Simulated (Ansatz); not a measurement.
A relaxation computed with Ansatz, from input to last step.

```yaml
crystal:
  lattice:
    - [0.0, 0.0, -5.2221462515]
    - [6.4990356663, 0.0, 0.0]
    - [-3.2495178332, -5.6283299872, 0.0]
  atoms:
    - { symbol: Zn, position: [0.4862569703, 0.1627466267, 0.3287171201] }
    - { symbol: Zn, position: [0.5000793029, 0.6666666667, 0.3333333333] }
    - { symbol: Zn, position: [0.5000793029, 0.1666666667, 0.8333333333] }
    - { symbol: Zn, position: [0.5000793029, 0.6666666667, 0.8333333333] }
    - { symbol: Zn, position: [0.0178352241, 0.8418141607, 0.1590415383] }
    - { symbol: Zn, position: [0.0083527467, 0.3299441012, 0.1600430041] }
    - { symbol: Zn, position: [7.93029e-05, 0.8333333333, 0.6666666667] }
    - { symbol: Zn, position: [2.99964e-05, 0.3352059902, 0.6655095008] }
    - { symbol: O, position: [0.1196106971, 0.6666666667, 0.3333333333] }
    - { symbol: O, position: [0.1196106971, 0.1666666667, 0.8333333333] }
    - { symbol: O, position: [0.1196106971, 0.6666666667, 0.8333333333] }
    - { symbol: O, position: [0.6196106971, 0.8333333333, 0.1666666667] }
    - { symbol: O, position: [0.6196106971, 0.3333333333, 0.1666666667] }
    - { symbol: O, position: [0.6196106971, 0.8333333333, 0.6666666667] }
    - { symbol: O, position: [0.6196106971, 0.3333333333, 0.6666666667] }
  host:
    lattice:
      - [3.2495178332, 0.0, 0.0]
      - [-1.6247589166, 2.8141649936, 0.0]
      - [0.0, 0.0, 5.2221462515]
    atoms:
      - { symbol: Zn, position: [0.6666666667, 0.3333333333, 0.4999206971] }
      - { symbol: Zn, position: [0.3333333333, 0.6666666667, -7.93029e-05] }
      - { symbol: O, position: [0.6666666667, 0.3333333333, 0.8803893029] }
      - { symbol: O, position: [0.3333333333, 0.6666666667, 0.3803893029] }
basis:
  ecutwfc: 420
  xc_grid: 2
kpoints:
  mp_grid: { grid: [2, 2, 2], shift: [0.0, 0.0, 0.0] }
hamiltonian:
  xc: hse06
scf:
  occupations: { method: gaussian, width: 0.01 }
output:
  forces: true
  stress: false
  eigenvalues: true
  charged_corrections: { defect_position: [0.1196107, 0.16666667, 0.33333333] }
  write_density: true
  write_potential: true
  elf: true
  volumetric_format: npy
relax:
  adjacent_minimum: "off"
  f_tol: 0.025
  max_steps: 45
```

```bash
ansatz run input.yaml --threads 8 --pin off --max-ram 20480MiB --backend cpu --events-out ev --progress --plain --runs-dir out
```

All numbers below come from Ansatz, DFT HSE06, scalar-relativistic, plane waves, PAW.

The cell holds a point defect: O vacancy (site b), neutral.

Of 5 frames 4 are shown, positions in Å and forces in eV/Å; the SCF threshold varies from step to step.

```xyz
15
Lattice="0.0000 0.0000 -5.2221 6.4990 0.0000 0.0000 -3.2495 -5.6283 0.0000" Properties=species:S:1:pos:R:3:forces:R:3 pbc="T T T" step=1 free_energy_over_end_meV_per_atom=15.34
Zn   -0.0105   -1.8501   -2.5393    0.0605   -0.1404    0.4122
Zn    3.2495   -1.8761   -2.6115    0.0249   -0.0134   -0.1287
Zn   -1.6248   -4.6903   -2.6115   -0.0405    0.0297   -0.1218
Zn    1.6248   -4.6903   -2.6115    0.0352    0.0153   -0.2042
Zn    4.9542   -0.8951   -0.0931    0.3036   -1.2476    0.4727
Zn    1.6243   -0.9008   -0.0436   -0.4895   -0.8223    0.2656
Zn    3.2495   -3.7522   -0.0004    0.0835    0.2362    0.1318
Zn    0.0159   -3.7457   -0.0002   -0.2027    0.7281   -0.0527
O     3.2495   -1.8761   -0.6246    0.1592    0.2858    0.0988
O    -1.6248   -4.6903   -0.6246    0.2223    0.3058   -0.0158
O     1.6248   -4.6903   -0.6246   -0.1181    0.4094   -0.0918
O     4.8743   -0.9381   -3.2357    0.0472    0.0822   -0.4249
O     1.6248   -0.9381   -3.2357   -0.0906    0.0098   -0.2604
O     3.2495   -3.7522   -3.2357   -0.0148   -0.0629   -0.0001
O     0.0000   -3.7522   -3.2357    0.0199    0.1842   -0.0808
15
Lattice="0.0000 0.0000 -5.2221 6.4990 0.0000 0.0000 -3.2495 -5.6283 0.0000" Properties=species:S:1:pos:R:3:forces:R:3 pbc="T T T" step=2 free_energy_over_end_meV_per_atom=4.69
Zn   -0.0073   -1.8509   -2.4871    0.0532   -0.1295    0.2187
Zn    3.2512   -1.8684   -2.6213    0.0107   -0.0024   -0.0934
Zn   -1.6193   -4.6875   -2.6174   -0.0131    0.0153   -0.0867
Zn    1.6218   -4.6888   -2.6163    0.0100    0.0092   -0.1209
Zn    4.9913   -0.9466   -0.0858    0.0477   -0.6575    0.3737
Zn    1.5738   -0.9404   -0.0500   -0.2139   -0.4381    0.2236
Zn    3.2519   -3.7439   -0.0051    0.0257    0.0908    0.0501
Zn    0.0135   -3.6854   -0.0179   -0.1181    0.3132   -0.0186
O     3.2477   -1.8596   -0.6243    0.1408    0.1057    0.0434
O    -1.6124   -4.6972   -0.6186    0.0871    0.2464   -0.0583
O     1.6151   -4.7048   -0.6142   -0.0075    0.3157   -0.1225
O     4.8910   -0.9414   -3.2418    0.0430    0.0115   -0.3001
O     1.6105   -0.9417   -3.2434   -0.0708   -0.0135   -0.1552
O     3.2501   -3.7508   -3.2382   -0.0016   -0.0125    0.0248
O     0.0021   -3.7306   -3.2465    0.0068    0.1462    0.0210
15
Lattice="0.0000 0.0000 -5.2221 6.4990 0.0000 0.0000 -3.2495 -5.6283 0.0000" Properties=species:S:1:pos:R:3:forces:R:3 pbc="T T T" step=3 free_energy_over_end_meV_per_atom=0.32
Zn    0.0002   -1.8635   -2.4197    0.0279   -0.0511    0.0508
Zn    3.2554   -1.8612   -2.6365   -0.0111   -0.0135    0.0095
Zn   -1.6138   -4.6862   -2.6335   -0.0066   -0.0012    0.0076
Zn    1.6203   -4.6894   -2.6354    0.0065    0.0064    0.0270
Zn    5.0010   -0.9886   -0.0526   -0.0902   -0.0783    0.1097
Zn    1.5386   -0.9784   -0.0396    0.0066   -0.0428    0.0718
Zn    3.2535   -3.7371   -0.0152   -0.0243   -0.0713   -0.0290
Zn    0.0056   -3.6279   -0.0328   -0.0134   -0.0362   -0.0155
O     3.2523   -1.8497   -0.6269    0.0585    0.0510    0.0075
O    -1.6032   -4.6954   -0.6242    0.0026    0.0708   -0.0091
O     1.6067   -4.7023   -0.6209    0.0486    0.1054   -0.0454
O     4.9160   -0.9543   -3.2483   -0.0365    0.0318   -0.1242
O     1.5919   -0.9526   -3.2457    0.0315    0.0240   -0.0745
O     3.2522   -3.7474   -3.2453    0.0032    0.0104    0.0118
O     0.0042   -3.7037   -3.2510   -0.0034   -0.0054    0.0022
15
Lattice="0.0000 0.0000 -5.2221 6.4990 0.0000 0.0000 -3.2495 -5.6283 0.0000" Properties=species:S:1:pos:R:3:forces:R:3 pbc="T T T" step=5 free_energy_over_end_meV_per_atom=0.00
Zn    0.0049   -1.8690   -2.4061    0.0044    0.0040   -0.0043
Zn    3.2559   -1.8609   -2.6350   -0.0024   -0.0006    0.0005
Zn   -1.6134   -4.6858   -2.6363    0.0034   -0.0034    0.0058
Zn    1.6245   -4.6868   -2.6354   -0.0041    0.0012    0.0057
Zn    4.9789   -0.9885   -0.0359   -0.0037    0.0066   -0.0054
Zn    1.5360   -0.9848   -0.0345   -0.0016   -0.0049   -0.0008
Zn    3.2540   -3.7460   -0.0215   -0.0036    0.0045    0.0053
Zn    0.0042   -3.6314   -0.0340    0.0073   -0.0039   -0.0106
O     3.2554   -1.8476   -0.6269    0.0006   -0.0036   -0.0038
O    -1.6005   -4.6932   -0.6280   -0.0075    0.0021    0.0031
O     1.6095   -4.6939   -0.6268    0.0127    0.0000   -0.0036
O     4.9151   -0.9505   -3.2540    0.0149   -0.0121    0.0059
O     1.5957   -0.9509   -3.2522   -0.0173   -0.0045   -0.0010
O     3.2547   -3.7442   -3.2487    0.0037   -0.0028    0.0041
O     0.0061   -3.7044   -3.2525   -0.0068    0.0174   -0.0010
```

It took 110 s on 8 threads of Intel(R) Xeon(R) Processor @ 2.70GHz (shared host), peak memory 2.5 GiB.